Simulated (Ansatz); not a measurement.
Level of theory: DFT PBE, scalar-relativistic, plane waves, PAW (Ansatz 0.2.0). All cells share a 420 eV cutoff and Γ-centred k meshes spaced at most about 0.3 Å⁻¹ (2π included). No spin polarisation in the final relaxations.

Temperature and zero-point effects are left out.

Two relaxed structures of Cd₃SeS₂:

A.

```cif
data_structure
_symmetry_space_group_name_H-M 'P3m1'
_symmetry_Int_Tables_number 156
_cell_length_a 4.2523
_cell_length_b 4.2523
_cell_length_c 10.4285
_cell_angle_alpha 90.000
_cell_angle_beta 90.000
_cell_angle_gamma 120.000
_cell_volume 163.30
loop_
_atom_site_label
_atom_site_type_symbol
_atom_site_symmetry_multiplicity
_atom_site_Wyckoff_symbol
_atom_site_fract_x
_atom_site_fract_y
_atom_site_fract_z
_atom_site_occupancy
Cd1 Cd 1 a 0.00000 0.00000 0.99097 1
Cd2 Cd 1 b 0.33333 0.66667 0.66659 1
Cd3 Cd 1 c 0.66667 0.33333 0.34292 1
Se1 Se 1 a 0.00000 0.00000 0.24786 1
S1 S 1 b 0.33333 0.66667 0.91300 1
S2 S 1 c 0.66667 0.33333 0.58866 1
```

B.

```cif
data_structure
_symmetry_space_group_name_H-M 'P6_3mc'
_symmetry_Int_Tables_number 186
_cell_length_a 4.2570
_cell_length_b 4.2570
_cell_length_c 20.8231
_cell_angle_alpha 90.000
_cell_angle_beta 90.000
_cell_angle_gamma 120.000
_cell_volume 326.80
loop_
_atom_site_label
_atom_site_type_symbol
_atom_site_symmetry_multiplicity
_atom_site_Wyckoff_symbol
_atom_site_fract_x
_atom_site_fract_y
_atom_site_fract_z
_atom_site_occupancy
Cd1 Cd 2 b 0.66667 0.33333 0.99979 1
Cd2 Cd 2 b 0.66667 0.33333 0.33800 1
Cd3 Cd 2 b 0.66667 0.33333 0.66179 1
Se1 Se 2 b 0.66667 0.33333 0.79076 1
S1 S 2 b 0.66667 0.33333 0.12336 1
S2 S 2 b 0.66667 0.33333 0.46130 1
```

Question: Which form is favoured at zero pressure, and by what margin per atom?

Answer: They are level within the accuracy (under 1 meV/atom apart). A has Se and S ordered on zinc blende sites, space group P3m1 (No. 156), 27.2 Å³/atom and a gap of 0.66 eV on its mesh; B has Se and S ordered on wurtzite sites, space group P6_3mc (No. 186), 27.2 Å³/atom and a gap of 0.73 eV. In A, Cd on its first site is surrounded by 3 S at 2.59 Å and 1 Se at 2.68 Å; Se has 4 Cd at 2.65–2.68 Å; around S on its first site lie 4 Cd at 2.57–2.59 Å; 3 more sites not described. In B, Cd on its first site has 4 S at 2.57–2.59 Å; around Se lie 4 Cd at 2.65–2.69 Å; S on its first site is surrounded by 4 Cd at 2.57–2.58 Å; 3 more sites not described. Both come from invented guesses.

Kohn–Sham gaps at this level usually fall short of measured ones. With atoms moved at random, P6_3mc came back. Other cells relaxed within their symmetry can be saddle points.
